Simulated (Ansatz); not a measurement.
Consider the following.

AgAu:
```cif
data_AgAu
_chemical_formula_sum 'Ag1 Au1'
_space_group_name_H-M_alt 'P 1'
_space_group_IT_number 1
_cell_length_a 2.88062
_cell_length_b 2.88062
_cell_length_c 4.18531
_cell_angle_alpha 90.000
_cell_angle_beta 90.000
_cell_angle_gamma 90.000
loop_
_space_group_symop_operation_xyz
  'x, y, z'
loop_
_atom_site_label
_atom_site_type_symbol
_atom_site_fract_x
_atom_site_fract_y
_atom_site_fract_z
_atom_site_occupancy
Ag1 Ag 0.50000 0.50000 0.50000 1
Au1 Au 0.00000 0.00000 0.00000 1
```

This is the r²SCAN-relaxed structure.

**Question.** All from plane-wave PAW r²SCAN (Ansatz code), unless another level is named. Give the formation energy from the elements (no fitted shifts).

**Answer.** -0.078 eV/atom.

**Question.** Next, the density of states at the Fermi level?

**Answer.** 0.22 states/eV per atom (mean over ±0.08 eV).

Space group P4/mmm (L1₀ or tetragonal B2). The start of the workflow was typed in or built on a structure type; neither database checked (COD, Materials Project) lists it. Whether it is the stable phase at ambient conditions was not checked. Symmetry was held in the r²SCAN relaxation; whether a distortion lowers the energy is not shown. The run is not spin-polarised. The references are the lowest solids computed at this level, not always the standard phases. Spin–orbit coupling is left out wherever it is not named.

Potentials: the earlier of the program's two PAW sets.
